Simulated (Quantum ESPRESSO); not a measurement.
## PdSn2InMo3Ta (one run as intended and one with a planted mistake)

Simulated, not a measurement. The program is pw.x of Quantum ESPRESSO 7.5 (plane-wave density functional theory). The cell is made up: eight metal atoms on a face-centred cubic lattice, with elements, volume, strain and displacements drawn at random and not relaxed, so it may be unstable or far from any real phase. PseudoDojo standard norm-conserving files set the functional (PBE unless stated); there is no spin polarisation or spin-orbit coupling, the Fermi-Dirac width of 0.25 eV means electrons at about 2900 K, and the masses in the input are unused placeholders. The tin pseudopotential is less sure than most, with forces differing by about three percent from a second method on plain tin. Heavy elements are run without spin-orbit coupling, which real alloys of them have. A spin test at this wide smearing found no moment, but such smearing suppresses magnetism that the real alloy may have.

Intended input:

```
&control calculation='scf', pseudo_dir='./dojo.nc.sr.pbe.v0_5.standard.upf', outdir='./o', disk_io='minimal', tprnfor=.true., tstress=.true. /
&system ibrav=0, nat=8, ntyp=5, nbnd=73, ecutwfc=84.00895049, nosym=.true., tot_charge=0,
 occupations='smearing', smearing='fd', degauss=0.0183746611
/
&electrons conv_thr=1.470e-08, electron_maxstep=70, mixing_beta=0.5 /
ATOMIC_SPECIES
In 1.0 In.upf
Mo 1.0 Mo.upf
Pd 1.0 Pd.upf
Sn 1.0 Sn.upf
Ta 1.0 Ta.upf
CELL_PARAMETERS angstrom
0.0 -2.1486 -2.1486
-4.2972 2.1486 -2.1486
6.4457 6.4457 -4.2972
ATOMIC_POSITIONS angstrom
Pd -0.119 0.0279 0.0024
Sn 0.0181 2.1434 -2.0676
In -0.0808 4.2898 -4.2832
Mo 4.341 4.393 -4.2954
Mo -2.1477 -0.0011 -2.1099
Sn -2.1578 2.1187 -4.3184
Ta 2.1496 2.1752 -4.1793
Mo 2.0462 4.3361 -6.4275
K_POINTS automatic
8 5 3 1 1 1
```

The log is shortened where brackets say so; the opening notice, blank lines, dates and the lines on written files are dropped, and the path of the files is cut. It prints rydbergs, bohrs and kilobars, and counts compression as positive stress. Its total energy is the free energy E - TS of the whole cell.

Log of the intended run:

```
     Program PWSCF v.7.5
     Parallel version (MPI & OpenMP), running on       4 processor cores
     Number of MPI processes:                 4
     Threads/MPI process:                     1
     [start-up lines left out]
     bravais-lattice index     =            0
     lattice parameter (alat)  =       5.7421  a.u.
     unit-cell volume          =    1070.9723 (a.u.)^3
     number of atoms/cell      =            8
     number of atomic types    =            5
     number of electrons       =       114.00
     number of Kohn-Sham states=           73
     kinetic-energy cutoff     =      84.0090  Ry
     charge density cutoff     =     336.0358  Ry
     scf convergence threshold =      1.5E-08
     mixing beta               =       0.5000
     number of iterations used =            8  plain     mixing
     Exchange-correlation= PBE
                           (   1   4   3   4   0   0   0)
     [axes and pseudopotential details left out]
   Cartesian axes
     site n.     atom                  positions (alat units)
         1        Pd     tau(   1) = (  -0.0391630   0.0091819   0.0007898  )
         2        Sn     tau(   2) = (   0.0059567   0.7053955  -0.6804496  )
         3        In     tau(   3) = (  -0.0265914   1.4117782  -1.4096061  )
         4        Mo     tau(   4) = (   1.4286282   1.4457415  -1.4136212  )
         5        Mo     tau(   5) = (  -0.7068106  -0.0003620  -0.6943706  )
         6        Sn     tau(   6) = (  -0.7101345   0.6972667  -1.4211905  )
         7        Ta     tau(   7) = (   0.7074359   0.7158609  -1.3754125  )
         8        Mo     tau(   8) = (   0.6734068   1.4270156  -2.1152978  )
     number of k points=    60  Fermi-Dirac smearing, width (Ry)=  0.0184
                       cart. coord. in units 2pi/alat
        k(    1) = (  -0.0092071   0.0173094  -0.1056978), wk =   0.0333333
        k(    2) = (  -0.1270596  -0.1005431   0.0121547), wk =   0.0333333
     [further k points left out]
     Dense  grid:   111391 G-vectors     FFT dimensions: (  36,  60, 120)
     Estimated max dynamical RAM per process >     440.34 MB
     Estimated total dynamical RAM >       1.64 GB
     Initial potential from superposition of free atoms
     starting charge     113.9876, renormalised to     114.0000
     Starting wfcs are   76 randomized atomic wfcs
     total cpu time spent up to now is        6.9 secs
     per-process dynamical memory:   349.5 Mb
     Self-consistent Calculation
     iteration #  1     ecut=    84.01 Ry     beta= 0.50
     Davidson diagonalization with overlap
     ethr =  1.00E-02,  avg # of iterations =  4.3
     total cpu time spent up to now is       23.9 secs
     total energy              =   -1263.25893894 Ry
     estimated scf accuracy    <      11.27676597 Ry
     iteration #  2     ecut=    84.01 Ry     beta= 0.50
     Davidson diagonalization with overlap
     ethr =  9.89E-03,  avg # of iterations =  4.5
     total cpu time spent up to now is       44.7 secs
     total energy              =   -1259.46995740 Ry
     estimated scf accuracy    <     196.10894949 Ry
     [iterations 3 to 17 left out]
     iteration # 18     ecut=    84.01 Ry     beta= 0.50
     Davidson diagonalization with overlap
     ethr =  8.04E-11,  avg # of iterations =  2.0
     total cpu time spent up to now is      293.5 secs
     total energy              =   -1270.76209548 Ry
     estimated scf accuracy    <       0.00000021 Ry
     iteration # 19     ecut=    84.01 Ry     beta= 0.50
     Davidson diagonalization with overlap
     ethr =  8.04E-11,  avg # of iterations =  1.0
     total cpu time spent up to now is      307.7 secs
     End of self-consistent calculation
     [lines on levels left out]
!    total energy              =   -1270.76209549 Ry
     estimated scf accuracy    <          6.5E-09 Ry
     smearing contrib. (-TS)   =      -0.11753098 Ry
     internal energy E=F+TS    =   -1270.64456451 Ry
     The total energy is F=E-TS. E is the sum of the following terms:
     one-electron contribution =    -331.96557499 Ry
     hartree contribution      =     236.10424332 Ry
     xc contribution           =    -261.62713898 Ry
     ewald contribution        =    -913.15609386 Ry
     convergence has been achieved in  19 iterations
     Forces acting on atoms (cartesian axes, Ry/au):
     atom    1 type  3   force =    -0.00479229   -0.01432407    0.01819853
     atom    2 type  4   force =    -0.02409215   -0.01962032    0.01455202
     atom    3 type  1   force =     0.06652720    0.03964263   -0.02989104
     atom    4 type  2   force =    -0.00272290    0.01177158   -0.01607213
     atom    5 type  2   force =    -0.03665279   -0.03130790    0.02943920
     atom    6 type  4   force =    -0.04457427   -0.04025260    0.04832256
     atom    7 type  5   force =     0.00541495    0.03658813   -0.04544794
     atom    8 type  2   force =     0.04089225    0.01750255   -0.01910119
     Total force =     0.154729     Total SCF correction =     0.000344
     Computing stress (Cartesian axis) and pressure
          total   stress  (Ry/bohr**3)                   (kbar)     P=      -82.94
  -0.00042762  -0.00016987   0.00019570          -62.91      -24.99       28.79
  -0.00016987  -0.00065937   0.00016629          -24.99      -97.00       24.46
   0.00019570   0.00016629  -0.00060455           28.79       24.46      -88.93
     init_run     :      6.39s CPU      6.67s WALL (       1 calls)
     electrons    :    293.45s CPU    300.84s WALL (       1 calls)
     forces       :      2.56s CPU      2.58s WALL (       1 calls)
     stress       :      8.97s CPU      8.98s WALL (       1 calls)
     [timing details left out]
     PWSCF        :   5m11.66s CPU   5m19.43s WALL
     JOB DONE.
```

A second run has one planted mistake: two atoms have their elements exchanged. The input lines that differ:

```
- Pd -0.119 0.0279 0.0024
+ Mo -0.119 0.0279 0.0024
- Mo 2.0462 4.3361 -6.4275
+ Pd 2.0462 4.3361 -6.4275
```

Its log:

```
     Program PWSCF v.7.5
     Parallel version (MPI & OpenMP), running on       4 processor cores
     Number of MPI processes:                 4
     Threads/MPI process:                     1
     [start-up lines left out]
     bravais-lattice index     =            0
     lattice parameter (alat)  =       5.7421  a.u.
     unit-cell volume          =    1070.9723 (a.u.)^3
     number of atoms/cell      =            8
     number of atomic types    =            5
     number of electrons       =       114.00
     number of Kohn-Sham states=           73
     kinetic-energy cutoff     =      84.0090  Ry
     charge density cutoff     =     336.0358  Ry
     scf convergence threshold =      1.5E-08
     mixing beta               =       0.5000
     number of iterations used =            8  plain     mixing
     Exchange-correlation= PBE
                           (   1   4   3   4   0   0   0)
     [axes and pseudopotential details left out]
   Cartesian axes
     site n.     atom                  positions (alat units)
         1        Mo     tau(   1) = (  -0.0391630   0.0091819   0.0007898  )
         2        Sn     tau(   2) = (   0.0059567   0.7053955  -0.6804496  )
         3        In     tau(   3) = (  -0.0265914   1.4117782  -1.4096061  )
         4        Mo     tau(   4) = (   1.4286282   1.4457415  -1.4136212  )
         5        Mo     tau(   5) = (  -0.7068106  -0.0003620  -0.6943706  )
         6        Sn     tau(   6) = (  -0.7101345   0.6972667  -1.4211905  )
         7        Ta     tau(   7) = (   0.7074359   0.7158609  -1.3754125  )
         8        Pd     tau(   8) = (   0.6734068   1.4270156  -2.1152978  )
     number of k points=    60  Fermi-Dirac smearing, width (Ry)=  0.0184
                       cart. coord. in units 2pi/alat
        k(    1) = (  -0.0092071   0.0173094  -0.1056978), wk =   0.0333333
        k(    2) = (  -0.1270596  -0.1005431   0.0121547), wk =   0.0333333
     [further k points left out]
     Dense  grid:   111391 G-vectors     FFT dimensions: (  36,  60, 120)
     Estimated max dynamical RAM per process >     440.34 MB
     Estimated total dynamical RAM >       1.64 GB
     Initial potential from superposition of free atoms
     starting charge     113.9876, renormalised to     114.0000
     Starting wfcs are   76 randomized atomic wfcs
     total cpu time spent up to now is        7.3 secs
     per-process dynamical memory:   340.7 Mb
     Self-consistent Calculation
     iteration #  1     ecut=    84.01 Ry     beta= 0.50
     Davidson diagonalization with overlap
     ethr =  1.00E-02,  avg # of iterations =  4.2
     total cpu time spent up to now is       25.3 secs
     total energy              =   -1264.24396008 Ry
     estimated scf accuracy    <       9.97942010 Ry
     iteration #  2     ecut=    84.01 Ry     beta= 0.50
     Davidson diagonalization with overlap
     ethr =  8.75E-03,  avg # of iterations =  3.0
     total cpu time spent up to now is       45.1 secs
     total energy              =   -1261.89740449 Ry
     estimated scf accuracy    <     117.28800597 Ry
     [iterations 3 to 17 left out]
     iteration # 18     ecut=    84.01 Ry     beta= 0.50
     Davidson diagonalization with overlap
     ethr =  1.08E-09,  avg # of iterations =  1.2
     total cpu time spent up to now is      295.4 secs
     total energy              =   -1270.76142844 Ry
     estimated scf accuracy    <       0.00000007 Ry
     iteration # 19     ecut=    84.01 Ry     beta= 0.50
     Davidson diagonalization with overlap
     ethr =  5.75E-11,  avg # of iterations =  4.2
     total cpu time spent up to now is      312.9 secs
     End of self-consistent calculation
     [lines on levels left out]
!    total energy              =   -1270.76142844 Ry
     estimated scf accuracy    <       0.00000001 Ry
     smearing contrib. (-TS)   =      -0.11731910 Ry
     internal energy E=F+TS    =   -1270.64410934 Ry
     The total energy is F=E-TS. E is the sum of the following terms:
     one-electron contribution =    -323.09248898 Ry
     hartree contribution      =     231.72207878 Ry
     xc contribution           =    -261.65348698 Ry
     ewald contribution        =    -917.62021216 Ry
     convergence has been achieved in  19 iterations
     Forces acting on atoms (cartesian axes, Ry/au):
     atom    1 type  2   force =    -0.02739663   -0.02527478    0.02398229
     atom    2 type  4   force =    -0.01594567   -0.01778730    0.01269237
     atom    3 type  1   force =     0.07492074    0.04454483   -0.03638306
     atom    4 type  2   force =     0.01056641    0.03030985   -0.03144433
     atom    5 type  2   force =    -0.02183791   -0.02982620    0.02964978
     atom    6 type  4   force =    -0.05323686   -0.03759824    0.04790002
     atom    7 type  5   force =     0.00722085    0.02689801   -0.03720562
     atom    8 type  3   force =     0.02570906    0.00873384   -0.00919145
     Total force =     0.159392     Total SCF correction =     0.000459
     Computing stress (Cartesian axis) and pressure
          total   stress  (Ry/bohr**3)                   (kbar)     P=      -83.51
  -0.00055874  -0.00016473   0.00018229          -82.19      -24.23       26.82
  -0.00016473  -0.00060145   0.00013578          -24.23      -88.48       19.97
   0.00018229   0.00013578  -0.00054293           26.82       19.97      -79.87
     init_run     :      6.81s CPU      7.16s WALL (       1 calls)
     electrons    :    298.14s CPU    305.60s WALL (       1 calls)
     forces       :      2.62s CPU      2.65s WALL (       1 calls)
     stress       :      9.22s CPU      9.43s WALL (       1 calls)
     [timing details left out]
     PWSCF        :   5m16.99s CPU   5m25.07s WALL
     JOB DONE.
```

|  | intended run | run with the mistake |
| --- | --- | --- |
| free energy (eV) | -17289.599 | -17289.590 |
| entropy term -TS, part of it (eV) | -1.599 | -1.596 |
| pressure (GPa) | -8.29 | -8.35 |
| size of the largest force component (eV/Å) | 1.710 | 1.926 |
| largest change of a force component (eV/Å) |  | 0.581 |
| iterations | 19 | 19 |

For scale, a rerun of the intended cell at a higher cutoff and on a denser mesh moved values by no more than 0.007 eV in energy, 0.09 GPa in stress and 0.016 eV/Å in force, and a second program with other atomic files agreed on that cell to 2 % rms in force and 0.5 GPa in pressure.